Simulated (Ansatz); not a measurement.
### Question
Each is relaxed and computed with DFT-PBE in the program Ansatz with PAW potentials. Which is the only metal?
A. SiRu2, P6_3/mmc (Si on 2c, Ru on 2a, Ru on 2d)
B. SiO2, rutile
C. WS2, P6_3/mmc (W on 2c, S on 4f)
D. HfSiO4, I4_1/amd (Hf on 4a, Si on 4b, O on 16h)

### Answer
A, SiRu2, P6_3/mmc (Si on 2c, Ru on 2a, Ru on 2d). SiRu2: metal; SiO2: gap 5.04 eV (direct); HfSiO4: gap 5.31 eV (indirect); WS2: gap 1.63 eV (indirect). Constructed cells (a structure type filled with these elements, in neither database checked): SiRu2, P6_3/mmc (Si on 2c, Ru on 2a, Ru on 2d). Not the usual ambient phase: SiO2, rutile. Relaxed far from the usual cell of the phase: WS2, P6_3/mmc (W on 2c, S on 4f). Weakly bound layers, chains or molecules computed without a dispersion correction, so cells and soft constants are ill determined: WS2, P6_3/mmc (W on 2c, S on 4f). All cells were relaxed under the symmetry of their starts (and spin orders); stability against distortions was not tested throughout. Rows with no word on spin ran without spin polarisation. Spin–orbit coupling is left out wherever it is not named.

Potentials: the later of the program's two PAW sets.
